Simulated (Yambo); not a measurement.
Yambo run on Cs2LiLuCl6 (space group Fm-3m, No. 225). The wavefunctions come from this Quantum ESPRESSO step (PBEsol, PseudoDojo standard norm-conserving files, scalar-relativistic):

```
&CONTROL
  calculation = 'nscf'
  pseudo_dir = './pseudo'
  outdir = './out'
/
&SYSTEM
  ibrav = 0
  nat = 10
  ntyp = 4
  ecutwfc = 100.0
  ecutrho = 400.0
  occupations = 'fixed'
  force_symmorphic = .true.
  nbnd = 311
/
&ELECTRONS
  conv_thr = 1e-08
  diago_full_acc = .true.
  diago_thr_init = 1e-08
/
ATOMIC_SPECIES
Li 6.9400 Li.upf
Cl 35.4500 Cl.upf
Cs 132.9055 Cs.upf
Lu 174.9668 Lu.upf
CELL_PARAMETERS angstrom
  0.000000000000   5.270930000000   5.270930000000
  5.270930000000   0.000000000000   5.270930000000
  5.270930000000   5.270930000000   0.000000000000
ATOMIC_POSITIONS crystal
Li   0.500000000000   0.500000000000   0.500000000000
Cl   0.753840000000   0.246160000000   0.246160000000
Cl   0.246160000000   0.753840000000   0.753840000000
Cl   0.246160000000   0.753840000000   0.246160000000
Cl   0.753840000000   0.246160000000   0.753840000000
Cl   0.246160000000   0.246160000000   0.753840000000
Cl   0.753840000000   0.753840000000   0.246160000000
Cs   0.750000000000   0.750000000000   0.750000000000
Cs   0.250000000000   0.250000000000   0.250000000000
Lu   0.000000000000   0.000000000000   0.000000000000
K_POINTS automatic
2 2 2 0 0 0
```

Yambo input:

```
rim_cut
gw0
dyson
el_el_corr
HF_and_locXC
ppa
em1d
RandQpts= 1000000
RandGvec= 1 Ry
EXXRLvcs= 100 Ry
VXCRLvcs= 400 Ry
Chimod= "HARTREE"
% BndsRnXp
 3 | 310 |
%
NGsBlkXp= 6 Ry
% LongDrXp
 1.0 | 1.0 | 1.0 |
%
PPAPntXp= 27.2114 eV
% GbndRnge
 1 | 310 |
%
GTermKind= "BG"
DysSolver= "n"
ExtendOut
% QPkrange
 1 | 1 | 44 | 45 |
 2 | 2 | 44 | 45 |
 3 | 3 | 44 | 45 |
%
```

k points by index: 1 = Γ, 2 = L, 3 = X.

The o-*.qp file then holds:

```
#    K-point    Band    Eo [eV]    E [eV]    E-Eo [eV]    Vxc [eV]    Vnlxc [eV]    Sc|Eo [eV]    Sc|E [eV]    dSc/dw|Eo [eV]    Re(Z)    Im(Z)
#
    1    44    0.000000    -1.680216    -1.680216    -14.31068    -18.76249    2.374760    2.771587    -6.426231    0.808955    -0.001279
    1    45    5.231750    6.256115    1.024365    -12.17861    -7.871149    -3.086319    -3.283099    -5.226777    0.838868    -0.001112
    2    44    -0.221608    -1.755853    -1.534245    -14.94092    -19.19508    2.361224    2.719917    -6.361304    0.810519    -0.001266
    2    45    5.395115    6.437397    1.042282    -12.36086    -7.957314    -3.158824    -3.361266    -5.284705    0.837373    -0.001129
    3    44    -0.016442    -1.692053    -1.675611    -14.27450    -18.71622    2.370763    2.766105    -6.419766    0.809110    -0.001282
    3    45    5.382192    6.424689    1.042497    -12.70052    -8.299385    -3.153286    -3.358633    -5.359455    0.835451    -0.001133
```
(The two width columns are left out.) Convergence of these settings isn't established.

Geometry of the Materials Project entry, not relaxed at this level.

The structure is a Materials Project entry; no match was found in the copy of COD used, and its stability was not checked.
